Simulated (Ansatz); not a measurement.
Below is a relaxed structure of KH3. The cell was found from a structure generator's guess, not taken from experiment.

Computed with Ansatz 0.2.0, DFT PBE, scalar-relativistic, plane waves, PAW. Cutoff 420 eV, Γ-centred mesh, Gaussian smearing, no spin polarisation.

```cif
data_structure
_symmetry_space_group_name_H-M 'P 1'
_symmetry_Int_Tables_number 1
_cell_length_a 7.7378
_cell_length_b 7.7378
_cell_length_c 7.7378
_cell_angle_alpha 113.162
_cell_angle_beta 113.162
_cell_angle_gamma 102.318
_cell_volume 352.54
loop_
_atom_site_label
_atom_site_type_symbol
_atom_site_fract_x
_atom_site_fract_y
_atom_site_fract_z
_atom_site_occupancy
K1 K 0.50000 0.50000 0.00000 1
K2 K 0.00000 0.00000 0.00000 1
H1 H 0.46888 0.96888 0.43776 1
H2 H 0.96888 0.53112 0.50000 1
H3 H 0.75000 0.75000 0.00000 1
H4 H 0.53112 0.03112 0.56224 1
H5 H 0.03112 0.46888 0.50000 1
H6 H 0.25000 0.25000 0.00000 1
```

The zero of energy is the elements' standard structures at the same level (H₂ as a molecule); no fitted shifts are applied.

**Question.** Find its symmetry and describe it.

**Answer.** I4/mcm (No. 140). Conventional cell: a = 8.523 Å, c = 9.706 Å. K is surrounded by 2 H at 2.43 Å; around H on a site of symmetry m2m lies 1 H at 0.75 Å; H on a site of symmetry 422 has 2 K at 2.43 Å.

**Question.** What is its formation energy per atom?

**Answer.** +0.080 eV/atom. A positive value: parting into the elements would lower its energy.

**Question.** Is it a metal?

**Answer.** No, the gap on the 4×4×4 mesh is 2.59 eV.

**Question.** From what recipe could a structure generator have reached it?

**Answer.** One such recipe: perovskite family, tilts a0a0c- (I4/mcm, No. 140). Other recipes can lead to the same cell.

The last run used a 4×4×4 mesh for its 8-atom cell and Gaussian smearing of 0.02 eV. No dispersion correction is applied, so the spacing and binding between layers, chains or molecules are poorly described. Kohn–Sham gaps at this level usually fall short of measured ones. With hydrogen, zero-point motion can shift formation energies by some tens of meV/atom. Symmetry constrained the relaxation, so the result can be a saddle point.
